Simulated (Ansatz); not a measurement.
## LiAu₆: stable or not

The cell was found from a structure generator's guess, not taken from experiment.

The calculation used DFT PBE, scalar-relativistic, plane waves, PAW (Ansatz 0.2.0). Plane waves to 420 eV, an 8×8×8 mesh through Γ for the 7-atom cell and 0.10 eV Gaussian smearing; no spin polarisation.

```yaml
crystal:
  lattice:
    - [0.00000, 4.01986, 4.01986]
    - [4.01986, 0.00000, 4.01986]
    - [4.01986, 4.01986, 0.00000]
  atoms:
    - { symbol: Li, position: [0.00000, 0.00000, 0.00000] }
    - { symbol: Au, position: [0.50000, 0.50000, 0.00000] }
    - { symbol: Au, position: [0.50000, 0.00000, 0.50000] }
    - { symbol: Au, position: [0.00000, 0.00000, 0.50000] }
    - { symbol: Au, position: [0.00000, 0.50000, 0.00000] }
    - { symbol: Au, position: [0.00000, 0.50000, 0.50000] }
    - { symbol: Au, position: [0.50000, 0.00000, 0.00000] }
```

Energies over the elements count from the elements' standard structures at the same level, with no fitted energy shifts.

Question: These tests were run: energy against the elements; phonons on a 2×2×2 q mesh. What do they show?

Answer:

| test | result |
| --- | --- |
| energy against the elements | −0.18 eV/atom |
| phonons on a 2×2×2 q mesh | no imaginary mode on the mesh |

It fails none of these tests. Whether a mixture of other phases lies lower isn't tested here.

Spin–orbit coupling, which can matter for Au, is left out. The run for the phonons used an 8×8×8 k mesh and Fermi–Dirac smearing of 0.15 eV.
